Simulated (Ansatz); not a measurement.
Input and command of a plane-wave DFT calculation in Ansatz:

```yaml
crystal:
  lattice:
    - [2.7833395248, 0.0, 0.0]
    - [-1.3916697624, 2.3863383085, 0.0]
    - [0.0, 0.0, 10.8430490062]
  atoms:
    - { symbol: Ni, position: [0.0, 0.0, 0.0] }
    - { symbol: Ni, position: [0.0, 0.0, 0.5] }
    - { symbol: O, position: [0.6666666667, 0.3333333333, 0.0860929541] }
    - { symbol: O, position: [0.6666666667, 0.3333333333, 0.4139070459] }
    - { symbol: O, position: [0.3333333333, 0.6666666667, 0.9139070459] }
    - { symbol: O, position: [0.3333333333, 0.6666666667, 0.5860929541] }
basis:
  ecutwfc: 420
kpoints:
  mp_grid: { grid: [12, 12, 4] }
hamiltonian:
  xc: pbesol
scf:
  occupations: { method: gaussian, width: 0.05 }
output:
  forces: true
  stress: true
  eigenvalues: true
```

```bash
ansatz run input.yaml --threads 1 --pin off --max-ram 2560MiB --backend cpu --events-out ev --progress --plain --runs-dir out
```

Processor: Intel(R) Xeon(R) Processor @ 2.50GHz (Skylake/Cascade Lake), 1 thread, on a host shared with other jobs.

Question: How long does it run, and how much memory does it take?

Answer: About 43 s on 1 thread of Intel(R) Xeon(R) Processor @ 2.50GHz (Skylake/Cascade Lake), on a shared host, peak memory 0.52 GiB. It solves 36 bands at 129 k points (the mesh reduced by the symmetry that the task leaves, which can be less than the crystal's) with about 1415 plane waves, in 7 SCF iterations.
